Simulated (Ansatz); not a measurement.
AlPt$_{3}$C:
```xyz
5
Lattice="4.1327 0.0000 0.0000 0.0000 4.1327 0.0000 0.0000 0.0000 4.1327" Properties=species:S:1:pos:R:3 pbc="T T T"
Al     0.0000     0.0000     0.0000
Pt     0.0000     2.0663     2.0663
Pt     2.0663     0.0000     2.0663
Pt     2.0663     2.0663     0.0000
C      2.0663     2.0663     2.0663
```

Relaxed with PBEsol. Special points in fractions of this cell's reciprocal vectors: Γ (0.000, 0.000, 0.000); X (0.000, 0.500, 0.000); M (0.500, 0.500, 0.000); R (0.500, 0.500, 0.500).

Q: List the band energies nearest the Fermi level at these points for DFT-PBEsol with spin–orbit coupling in the program Ansatz with PAW potentials.

A: In eV from the Fermi level; about four levels below and three above (degenerate sets whole), none deeper than 8.9 eV; points with the same levels are listed once.

| k | below | above |
|---|---|---|
| Γ | -0.83 -0.83 -0.83 -0.83 | 0.71 0.71 1.13 1.13 1.13 1.13 |
| X | -0.54 -0.54 -0.31 -0.31 | 1.10 1.10 3.17 3.17 |
| M | -0.82 -0.82 -0.33 -0.33 | 0.95 0.95 2.03 2.03 |
| R | -1.18 -1.18 -1.18 -1.18 | 0.95 0.95 1.01 1.01 1.01 1.01 |

Space group Pm-3m (anti-perovskite). The start of the workflow was typed in or built on a structure type; neither database checked (COD, Materials Project) lists it. Whether it is the stable phase at ambient conditions was not checked. The PBEsol relaxation kept the symmetry of its start. At this level the phase is dynamically unstable (imaginary phonons). The run is not spin-polarised. Its formation energy is positive at this level, so the cell may be metastable or incomplete.

Potentials: the later of the program's two PAW sets.
